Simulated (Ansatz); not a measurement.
# Sc3Te: changing the strain (εxx = s)

```
Sc Te
1.0
     0.00000    3.56950    3.56950
     3.56950    0.00000    3.56950
     3.56950    3.56950    0.00000
Sc Te
3 1
Direct
  0.25000 0.25000 0.25000
  0.75000 0.75000 0.75000
  0.50000 0.50000 0.50000
  0.00000 0.00000 0.00000
```

The cell comes from a database or a generator and needn't be the stable form of this composition.

Kept alike: task single point; functional PBE; k mesh 5 × 5 × 5; occupations fermi-dirac, width 0.05 eV; no spin polarisation. Program: Ansatz, Ansatz PAW, cutoff 420 eV. The mesh is that of the run's cell of 4 atoms. No spin-orbit coupling.

```csv
s,free energy over the lowest row (meV/atom)
-0.04,6.54
-0.02,1.29
-0.01,0.21
0,0.00
0.01,0.51
0.02,1.62
0.04,5.17
```

The cell shown is the unstrained one; x, y and z are its Cartesian axes; atoms keep their fractions. For a metal such a mesh leaves the last digits unconverged.

Q: What does the strain (εxx = s) change here?

A: The free energy is lowest at 0, and 6.54 meV an atom higher at -0.04.
